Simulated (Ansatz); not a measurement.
Relaxed-ion elastic tensor of GaS in space group P6_3/mmc (No. 194; Ga on 4f, S on 4f) in GPa (Voigt order), LDA (plane waves, PAW; program Ansatz); density 4.10 g/cm³, 20.63 Å³ per atom.

```json
[
 {"": "1", "1": "123", "2": "32.5", "3": "10.6", "4": "0.0", "5": "0.0", "6": "0.0"},
 {"": "2", "1": "32.5", "2": "123", "3": "10.6", "4": "0.0", "5": "0.0", "6": "0.0"},
 {"": "3", "1": "10.6", "2": "10.6", "3": "36.7", "4": "0.0", "5": "0.0", "6": "0.0"},
 {"": "4", "1": "0.0", "2": "0.0", "3": "0.0", "4": "10.1", "5": "0.0", "6": "0.0"},
 {"": "5", "1": "0.0", "2": "0.0", "3": "0.0", "4": "0.0", "5": "10.1", "6": "0.0"},
 {"": "6", "1": "0.0", "2": "0.0", "3": "0.0", "4": "0.0", "5": "0.0", "6": "45.1"}
]
```

Task: Is the crystal mechanically stable?

Result: Yes: the smallest eigenvalue of C is 10.1 GPa.

Task: Work out the Voigt, Reuss and Hill averages.

Result: K_V = 43.3, K_R = 29.4, K_H = 36.3; G_V = 28.3, G_R = 17.2, G_H = 22.8 GPa.

Task: Give Young's modulus, Poisson's ratio, Pugh's ratio and the universal anisotropy index.

Result: E = 9KG/(3K + G) = 56.5 GPa; ν = 0.24; K/G = 1.60 (brittle by the Pugh limit of 1.75); A_U = 5G_V/G_R + K_V/K_R − 6 = 3.68.

Task: Estimate the sound speeds and the Debye temperature.

Result: v_l = √((K + 4G/3)/ρ) = 4030 m/s, v_t = √(G/ρ) = 2360 m/s, mean 2610 m/s; Θ = (h/k)(3n/4πV)^(1/3) v_m = 284 K.

Task: How much does each axis shrink under pressure?

Result: Linear compressibilities β_i = Σ_j S_ij (j = 1 to 3): x 4.8, y 4.8, z 25 per TPa.

Symmetry was held in the LDA relaxation. A crystal of weakly bound layers computed without a dispersion correction: the cell and the soft elastic constants depend strongly on that.

Potentials: the later of the program's two PAW sets.
